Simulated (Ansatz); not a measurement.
YCu:
Space group Pm-3m (No. 221); a = b = c = 3.463 Å, α = β = γ = 90.00°

| atom | site | symmetry | x | y | z |
|---|---|---|---|---|---|
| Y | 1a | m-3m | 0.0000 | 0.0000 | 0.0000 |
| Cu | 1b | m-3m | 0.5000 | 0.5000 | 0.5000 |

Relaxed with r²SCAN.

Question: Tabulate the valence density and the electron localisation function along the shortest Y–Cu contact (3.00 Å), the program Ansatz at the r²SCAN level (PAW).

Answer: 

```tsv
distance from Y (Å)	density (e/Å³)	ELF
0.30	3.68	0.67
0.45	3.51	0.82
0.60	2.68	0.86
0.75	1.67	0.84
0.90	0.88	0.70
1.05	0.44	0.39
1.20	0.24	0.15
1.35	0.18	0.12
1.50	0.16	0.20
1.65	0.18	0.29
1.80	0.23	0.27
1.95	0.32	0.21
2.10	0.57	0.19
2.25	1.44	0.20
2.40	4.02	0.26
2.55	11.69	0.43
2.70	29.73	0.71
```

The density is the valence pseudo-density with augmentation charge, so density and ELF within about 1 Å of a nucleus are not all-electron values.

The workflow started from a Materials Project entry (that database holds measured and hypothetical structures alike); the Crystallography Open Database copy checked does not list it. With Y and Cu taken as one species the cell has the higher symmetry Im-3m, so it may be an ordered model of a mixed-site phase. Its standing as an ambient phase is unchecked. The r²SCAN relaxation kept the symmetry of its start; of distortions, only those at the zone centre were tested. The run is not spin-polarised.

Potentials: the later of the program's two PAW sets.
